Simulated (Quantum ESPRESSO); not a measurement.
## Ga7AlP8 (one run as intended and one with a planted mistake)

Simulated, not a measurement. The program is pw.x of Quantum ESPRESSO 7.5 (plane-wave density functional theory). The cell is made up: 16 atoms on a doubled zincblende/diamond lattice, with randomly drawn elements, strain and displacements, not relaxed. PseudoDojo standard norm-conserving files (v0.5 for PBE, v0.4.1 for LDA and PBEsol) set the functional; there is no spin polarisation, spin-orbit coupling or dispersion term, and the masses in the input are unused placeholders.

Intended input:

```
&control calculation='scf', pseudo_dir='./dojo.nc.sr.pbe.v0_5.standard.upf', outdir='./o', disk_io='low', tprnfor=.true., tstress=.true. /
&system ibrav=0, nat=16, ntyp=3, nbnd=73, ecutwfc=79.96652505, nosym=.true., tot_charge=0,
 occupations='smearing', smearing='fd', degauss=0.0018374661
/
&electrons conv_thr=7.350e-09, electron_maxstep=60, /
ATOMIC_SPECIES
Al 1.0 Al.upf
Ga 1.0 Ga.upf
P 1.0 P.upf
CELL_PARAMETERS angstrom
5.466 0.0297 0.0684
0.0297 5.4491 0.0012
0.1368 0.0023 10.9749
ATOMIC_POSITIONS angstrom
Ga 0.0282 0.0566 -0.1
Ga 0.0445 2.7111 2.7424
Ga 2.8116 -0.0606 2.6724
Ga 2.7449 2.6159 0.0478
Ga 0.1006 0.0437 5.4902
Al 0.0182 2.748 8.0858
Ga 2.8352 -0.0153 8.274
Ga 2.9158 2.7366 5.4307
P 1.4137 1.233 1.2871
P 1.459 3.9517 4.2284
P 4.1554 1.3872 4.1028
P 4.0928 4.1134 1.3423
P 1.4438 1.4322 6.7881
P 1.5208 3.9723 9.5853
P 4.2406 1.3486 9.6593
P 4.206 4.2895 6.9147
K_POINTS automatic
4 4 2 1 1 1
```

The log is shortened where brackets say so; the opening notice, blank lines, dates and the lines on written files are dropped, and the path of the files is cut. It prints rydbergs, bohrs and kilobars, and counts compression as positive stress. Where no state is partly filled, the Fermi energy that it prints is only some level between the filled and the empty states on the mesh, and need not lie in the true gap.

Log of the intended run:

```
     Program PWSCF v.7.5
     Parallel version (MPI & OpenMP), running on       4 processor cores
     Number of MPI processes:                 4
     Threads/MPI process:                     1
     [start-up lines left out]
     bravais-lattice index     =            0
     lattice parameter (alat)  =      10.3302  a.u.
     unit-cell volume          =    2205.5198 (a.u.)^3
     number of atoms/cell      =           16
     number of atomic types    =            3
     number of electrons       =       134.00
     number of Kohn-Sham states=           73
     kinetic-energy cutoff     =      79.9665  Ry
     charge density cutoff     =     319.8661  Ry
     scf convergence threshold =      7.3E-09
     mixing beta               =       0.7000
     number of iterations used =            8  plain     mixing
     Exchange-correlation= PBE
                           (   1   4   3   4   0   0   0)
     [axes and pseudopotential details left out]
   Cartesian axes
     site n.     atom                  positions (alat units)
         1        Ga     tau(   1) = (   0.0051587   0.0103540  -0.0182932  )
         2        Ga     tau(   2) = (   0.0081405   0.4959473   0.5016730  )
         3        Ga     tau(   3) = (   0.5143319  -0.0110857   0.4888678  )
         4        Ga     tau(   4) = (   0.5021304   0.4785321   0.0087442  )
         5        Ga     tau(   5) = (   0.0184030   0.0079941   1.0043339  )
         6        Al     tau(   6) = (   0.0033294   0.5026975   1.4791525  )
         7        Ga     tau(   7) = (   0.5186491  -0.0027989   1.5135803  )
         8        Ga     tau(   8) = (   0.5333935   0.5006120   0.9934495  )
         9        P      tau(   9) = (   0.2586111   0.2255553   0.2354519  )
        10        P      tau(  10) = (   0.2668980   0.7228928   0.7735102  )
        11        P      tau(  11) = (   0.7601561   0.2537634   0.7505339  )
        12        P      tau(  12) = (   0.7487046   0.7524730   0.2455498  )
        13        P      tau(  13) = (   0.2641174   0.2619954   1.2417615  )
        14        P      tau(  14) = (   0.2782032   0.7266613   1.7534592  )
        15        P      tau(  15) = (   0.7757419   0.2467023   1.7669962  )
        16        P      tau(  16) = (   0.7694125   0.7846873   1.2649207  )
     number of k points=    16  Fermi-Dirac smearing, width (Ry)=  0.0018
                       cart. coord. in units 2pi/alat
        k(    1) = (   0.1227953   0.1247030   0.1229662), wk =   0.1250000
        k(    2) = (   0.1259121   0.1247408  -0.1261186), wk =   0.1250000
     [further k points left out]
     Dense  grid:   213091 G-vectors     FFT dimensions: (  60,  60, 120)
     Estimated max dynamical RAM per process >     520.91 MB
     Estimated total dynamical RAM >       1.88 GB
     Initial potential from superposition of free atoms
     starting charge     133.9777, renormalised to     134.0000
     Starting wfcs are   99 randomized atomic wfcs
     total cpu time spent up to now is        8.3 secs
     per-process dynamical memory:   363.1 Mb
     Self-consistent Calculation
     iteration #  1     ecut=    79.97 Ry     beta= 0.70
     Davidson diagonalization with overlap
     ethr =  1.00E-02,  avg # of iterations =  3.9
     Threshold (ethr) on eigenvalues was too large:
     Diagonalizing with lowered threshold
     Davidson diagonalization with overlap
     ethr =  4.60E-04,  avg # of iterations =  2.0
     total cpu time spent up to now is       39.6 secs
     total energy              =   -1186.33317028 Ry
     estimated scf accuracy    <       0.63270176 Ry
     iteration #  2     ecut=    79.97 Ry     beta= 0.70
     Davidson diagonalization with overlap
     ethr =  4.72E-04,  avg # of iterations =  5.3
     total cpu time spent up to now is       54.9 secs
     total energy              =   -1186.46074127 Ry
     estimated scf accuracy    <       0.17849925 Ry
     [iterations 3 to 11 left out]
     iteration # 12     ecut=    79.97 Ry     beta= 0.70
     Davidson diagonalization with overlap
     ethr =  6.69E-11,  avg # of iterations =  2.0
     total cpu time spent up to now is      208.8 secs
     total energy              =   -1186.50868378 Ry
     estimated scf accuracy    <       0.00000001 Ry
     iteration # 13     ecut=    79.97 Ry     beta= 0.70
     Davidson diagonalization with overlap
     ethr =  8.08E-12,  avg # of iterations =  4.0
     total cpu time spent up to now is      221.9 secs
     End of self-consistent calculation
     [lines on levels left out]
     the Fermi energy is     7.8643 ev
!    total energy              =   -1186.50868378 Ry
     estimated scf accuracy    <          2.7E-10 Ry
     smearing contrib. (-TS)   =      -0.00000000 Ry
     internal energy E=F+TS    =   -1186.50868378 Ry
     The total energy is F=E-TS. E is the sum of the following terms:
     one-electron contribution =    -590.19680451 Ry
     hartree contribution      =     394.94719846 Ry
     xc contribution           =    -328.43304535 Ry
     ewald contribution        =    -662.82603238 Ry
     convergence has been achieved in  13 iterations
     Forces acting on atoms (cartesian axes, Ry/au):
     atom    1 type  2   force =     0.00225222   -0.05374806    0.00161286
     atom    2 type  2   force =     0.01522816    0.00567127   -0.02857802
     atom    3 type  2   force =    -0.03761146    0.00980275    0.05367011
     atom    4 type  2   force =     0.00134148    0.03360237   -0.00932648
     atom    5 type  2   force =     0.00934835    0.00241524   -0.02627548
     atom    6 type  1   force =     0.01773318    0.00300218    0.03495793
     atom    7 type  2   force =    -0.04400105    0.03211945    0.02323179
     atom    8 type  2   force =     0.00155473    0.00818769    0.05419893
     atom    9 type  3   force =    -0.01892856    0.02958297    0.05096497
     atom   10 type  3   force =    -0.01838639    0.05780013   -0.05886570
     atom   11 type  3   force =     0.01233535   -0.04218412   -0.01118888
     atom   12 type  3   force =     0.05160781   -0.03497657   -0.01371447
     atom   13 type  3   force =     0.02680535   -0.01318134    0.02238913
     atom   14 type  3   force =    -0.01530515    0.00752107   -0.00820762
     atom   15 type  3   force =    -0.00545419    0.01823182   -0.04642783
     atom   16 type  3   force =     0.00148017   -0.06384684   -0.03844125
     Total force =     0.212984     Total SCF correction =     0.000049
     Computing stress (Cartesian axis) and pressure
          total   stress  (Ry/bohr**3)                   (kbar)     P=       25.81
   0.00019795  -0.00011790  -0.00014925           29.12      -17.34      -21.95
  -0.00011790   0.00017492   0.00002740          -17.34       25.73        4.03
  -0.00014925   0.00002740   0.00015346          -21.95        4.03       22.58
     init_run     :      7.22s CPU      8.23s WALL (       1 calls)
     electrons    :    197.33s CPU    213.62s WALL (       1 calls)
     forces       :      3.15s CPU      3.25s WALL (       1 calls)
     stress       :     10.78s CPU     11.11s WALL (       1 calls)
     [timing details left out]
     PWSCF        :   3m38.66s CPU   3m56.57s WALL
     JOB DONE.
```

A second run has one planted mistake: the files are those of another functional. The input lines that differ, file-writing options aside:

```
- &control calculation='scf', pseudo_dir='./dojo.nc.sr.pbe.v0_5.standard.upf', outdir='./o', disk_io='low', tprnfor=.true., tstress=.true. /
+ &control calculation='scf', pseudo_dir='./dojo.nc.sr.lda.v0_4_1.standard.upf', outdir='./o', disk_io='low', tprnfor=.true., tstress=.true. /
```

Its log:

```
     Program PWSCF v.7.5
     Parallel version (MPI & OpenMP), running on       4 processor cores
     Number of MPI processes:                 4
     Threads/MPI process:                     1
     [start-up lines left out]
     bravais-lattice index     =            0
     lattice parameter (alat)  =      10.3302  a.u.
     unit-cell volume          =    2205.5198 (a.u.)^3
     number of atoms/cell      =           16
     number of atomic types    =            3
     number of electrons       =       134.00
     number of Kohn-Sham states=           73
     kinetic-energy cutoff     =      79.9665  Ry
     charge density cutoff     =     319.8661  Ry
     scf convergence threshold =      7.3E-09
     mixing beta               =       0.7000
     number of iterations used =            8  plain     mixing
     Exchange-correlation= SLA  PW   NOGX NOGC
                           (   1   4   0   0   0   0   0)
     [axes and pseudopotential details left out]
   Cartesian axes
     site n.     atom                  positions (alat units)
         1        Ga     tau(   1) = (   0.0051587   0.0103540  -0.0182932  )
         2        Ga     tau(   2) = (   0.0081405   0.4959473   0.5016730  )
         3        Ga     tau(   3) = (   0.5143319  -0.0110857   0.4888678  )
         4        Ga     tau(   4) = (   0.5021304   0.4785321   0.0087442  )
         5        Ga     tau(   5) = (   0.0184030   0.0079941   1.0043339  )
         6        Al     tau(   6) = (   0.0033294   0.5026975   1.4791525  )
         7        Ga     tau(   7) = (   0.5186491  -0.0027989   1.5135803  )
         8        Ga     tau(   8) = (   0.5333935   0.5006120   0.9934495  )
         9        P      tau(   9) = (   0.2586111   0.2255553   0.2354519  )
        10        P      tau(  10) = (   0.2668980   0.7228928   0.7735102  )
        11        P      tau(  11) = (   0.7601561   0.2537634   0.7505339  )
        12        P      tau(  12) = (   0.7487046   0.7524730   0.2455498  )
        13        P      tau(  13) = (   0.2641174   0.2619954   1.2417615  )
        14        P      tau(  14) = (   0.2782032   0.7266613   1.7534592  )
        15        P      tau(  15) = (   0.7757419   0.2467023   1.7669962  )
        16        P      tau(  16) = (   0.7694125   0.7846873   1.2649207  )
     number of k points=    16  Fermi-Dirac smearing, width (Ry)=  0.0018
                       cart. coord. in units 2pi/alat
        k(    1) = (   0.1227953   0.1247030   0.1229662), wk =   0.1250000
        k(    2) = (   0.1259121   0.1247408  -0.1261186), wk =   0.1250000
     [further k points left out]
     Dense  grid:   213091 G-vectors     FFT dimensions: (  60,  60, 120)
     Estimated max dynamical RAM per process >     520.91 MB
     Estimated total dynamical RAM >       1.88 GB
     Initial potential from superposition of free atoms
     starting charge     133.9824, renormalised to     134.0000
     Starting wfcs are   99 randomized atomic wfcs
     total cpu time spent up to now is        5.3 secs
     per-process dynamical memory:   363.1 Mb
     Self-consistent Calculation
     iteration #  1     ecut=    79.97 Ry     beta= 0.70
     Davidson diagonalization with overlap
     ethr =  1.00E-02,  avg # of iterations =  3.8
     Threshold (ethr) on eigenvalues was too large:
     Diagonalizing with lowered threshold
     Davidson diagonalization with overlap
     ethr =  4.29E-04,  avg # of iterations =  2.1
     total cpu time spent up to now is       24.3 secs
     total energy              =   -1185.37292183 Ry
     estimated scf accuracy    <       0.59690114 Ry
     iteration #  2     ecut=    79.97 Ry     beta= 0.70
     Davidson diagonalization with overlap
     ethr =  4.45E-04,  avg # of iterations =  5.8
     total cpu time spent up to now is       34.1 secs
     total energy              =   -1185.48666804 Ry
     estimated scf accuracy    <       0.17858282 Ry
     [iterations 3 to 11 left out]
     iteration # 12     ecut=    79.97 Ry     beta= 0.70
     Davidson diagonalization with overlap
     ethr =  2.00E-11,  avg # of iterations =  2.6
     total cpu time spent up to now is      135.0 secs
     total energy              =   -1185.53602351 Ry
     estimated scf accuracy    <          8.3E-09 Ry
     iteration # 13     ecut=    79.97 Ry     beta= 0.70
     Davidson diagonalization with overlap
     ethr =  6.17E-12,  avg # of iterations =  3.2
     total cpu time spent up to now is      143.3 secs
     End of self-consistent calculation
     [lines on levels left out]
     the Fermi energy is     7.5040 ev
!    total energy              =   -1185.53602351 Ry
     estimated scf accuracy    <          1.9E-10 Ry
     smearing contrib. (-TS)   =      -0.00000000 Ry
     internal energy E=F+TS    =   -1185.53602351 Ry
     The total energy is F=E-TS. E is the sum of the following terms:
     one-electron contribution =    -594.42258567 Ry
     hartree contribution      =     394.85951366 Ry
     xc contribution           =    -323.14691911 Ry
     ewald contribution        =    -662.82603238 Ry
     convergence has been achieved in  13 iterations
     Forces acting on atoms (cartesian axes, Ry/au):
     atom    1 type  2   force =     0.00199620   -0.05099959    0.00190342
     atom    2 type  2   force =     0.01341959    0.00371037   -0.02569561
     atom    3 type  2   force =    -0.03499364    0.00863213    0.04856292
     atom    4 type  2   force =     0.00110362    0.03054663   -0.00960140
     atom    5 type  2   force =     0.00833688    0.00158497   -0.02375205
     atom    6 type  1   force =     0.01760958    0.00282942    0.03333470
     atom    7 type  2   force =    -0.03974915    0.02867622    0.02124234
     atom    8 type  2   force =    -0.00153780    0.00710116    0.04914062
     atom    9 type  3   force =    -0.01706660    0.02912992    0.04705550
     atom   10 type  3   force =    -0.01661952    0.05470843   -0.05575409
     atom   11 type  3   force =     0.01255631   -0.03754441   -0.00984153
     atom   12 type  3   force =     0.04791837   -0.03197562   -0.01100947
     atom   13 type  3   force =     0.02679478   -0.01501437    0.01820496
     atom   14 type  3   force =    -0.01192538    0.01123523   -0.00551975
     atom   15 type  3   force =    -0.00760182    0.01497111   -0.04042464
     atom   16 type  3   force =    -0.00024142   -0.05759161   -0.03784591
     Total force =     0.196489     Total SCF correction =     0.000064
     Computing stress (Cartesian axis) and pressure
          total   stress  (Ry/bohr**3)                   (kbar)     P=      -26.38
  -0.00015911  -0.00010868  -0.00014203          -23.41      -15.99      -20.89
  -0.00010868  -0.00017756   0.00002259          -15.99      -26.12        3.32
  -0.00014203   0.00002259  -0.00020141          -20.89        3.32      -29.63
     init_run     :      4.87s CPU      5.09s WALL (       1 calls)
     electrons    :    134.37s CPU    137.96s WALL (       1 calls)
     forces       :      2.31s CPU      2.38s WALL (       1 calls)
     stress       :      7.32s CPU      7.52s WALL (       1 calls)
     [timing details left out]
     PWSCF        :   2m29.18s CPU   2m33.35s WALL
     JOB DONE.
```

```
                                            intended run  run with the mistake
                          free energy (eV)    -16143.273            -16130.039
                    smearing term -TS (eV)        0.0000                0.0000
                            pressure (GPa)          2.58                 -2.64
            largest force component (eV/Å)         1.642                 1.481
largest change of a force component (eV/Å)                               0.161
                                iterations            13                    13
```

For scale, a rerun of the intended cell at a cutoff of 1377 eV and k mesh 6 x 6 x 4 moved values by no more than 0.019 eV in energy, 0.03 GPa in stress and 0.002 eV/Å in force. Files of another functional have another zero of energy, so the energy change says nothing on stability.